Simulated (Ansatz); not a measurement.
Al4Co3Ni: rattling a relaxed structure

The cell was found from a structure generator's guess, not taken from experiment.

Method: DFT PBE, scalar-relativistic, plane waves, PAW (Ansatz). Settings: cutoff 420 eV, Γ-centred mesh 10×10×10 on the computed 8-atom cell, Gaussian smearing of 0.10 eV; collinear spin from starting moments 0.0 0.0 0.0 0.0 0.0 0.4 0.4 0.4 μB.

The cell below (8 atoms, space group Im-3m (No. 229)) is relaxed within its symmetry.

```
Al Ni Co
1.0
    -2.86544    2.86544    2.86544
     2.86544   -2.86544    2.86544
     2.86544    2.86544   -2.86544
Al Ni Co
4 1 3
Direct
  0.00000 0.50000 0.00000
  0.50000 0.00000 0.00000
  0.50000 0.50000 0.50000
  0.00000 0.00000 0.50000
  0.00000 0.00000 0.00000
  0.50000 0.00000 0.50000
  0.00000 0.50000 0.50000
  0.50000 0.50000 0.00000
```

For the test it was strained at random (σ = 1.5 % a component), the atoms were moved at random (σ = 0.15 Å), and all was relaxed again on a coarse 6×6×6 mesh (in the run’s order of axes) with 0.20 eV smearing, with no symmetry imposed.

The magnetic state reached may not be the lowest.

Problem. Does it come back?

Solution. It returns, within 1 meV/atom of the unmoved cell on that mesh and with the same symmetry when read at 0.1 Å (Immm at 0.01 Å, so small strains and shifts remain). So it is stable against the distortions that fit this cell and that this random move excites. Modes that don't fit the cell aren't tested.
